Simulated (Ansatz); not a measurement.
AlCr2C:
```
AlCr2C
1.0
    2.84015     0.00000     0.00000
   -1.42008     2.45964     0.00000
    0.00000     0.00000    12.70434
Al Cr C
2 4 2
Direct
  0.66667   0.33333   0.25000
  0.33333   0.66667   0.75000
  0.33333   0.66667   0.41575
  0.66667   0.33333   0.58425
  0.66667   0.33333   0.91575
  0.33333   0.66667   0.08425
  0.00000   0.00000   0.50000
  0.00000   0.00000   0.00000
```

Relaxed with PBE.

Task: Map the electron localisation function on the plane through (0.667, 0.333, 0.250) spanned by u = [0, 0, 1] and v = [1, -1, 0] in lattice vectors, from PBE (plane waves, PAW; program Ansatz).

Result: x is the fraction of u, y of v (the angle between them is 90°; rows are the nearest grid lines); atoms in the plane: Al at (0.00, 0.00), Al at (0.50, 0.67), Cr at (0.17, 0.67), Cr at (0.33, 0.00), Cr at (0.67, 0.00), Cr at (0.83, 0.67), C at (0.25, 0.33), C at (0.75, 0.33).
```
|1027754221038997225665227998301224577201|
|1027753222128997225665227998212223577201|
|0047642112116885125665215886112112467400|
|0256421112213663136666313663122111246520|
|4565212111311221256666521221131112125654|
|6664125421221112466336642111221245214666|
|6652269972122235673003765322212799622566|
|6652279982012245772002775422102899722566|
|6652279982112245772002775422112899722566|
|6652169972122235673003765322212799612566|
|6653137742343334675005764333432477313566|
|6653113323664334565225654334663233113566|
|5554101136776433455445543346776311014555|
|4444211367777533455445543357777631124444|
|3344323576368633344334433368636753234433|
|3334334684048643343333433468404864334333|
|3334334673037643343333433467303764334333|
|3344333685258632344334432368525863334433|
|3455433467874111245555421114787643345543|
|2356543356742221135555311222476533456532|
|0157643334423652135665312563244333467510|
|0047653223126885125665215886213223567400|
|3027754222128997225665227998212224577203|
|1027754221038997225665227998301224577201|
```
Scale: ten equal steps from 0.010 (start of '0') to 0.940 (end of '9'), in the order '0123456789'; x runs from 0.000 to 1.00, y from 0.000 (bottom) to 1.00 (top).

The density is the valence pseudo-density with augmentation charge, so density and ELF within about 1 Å of a nucleus are not all-electron values.

Space group P6_3/mmc. The PBE relaxation kept the symmetry of its start. The run is not spin-polarised.

Potentials: the later of the program's two PAW sets.
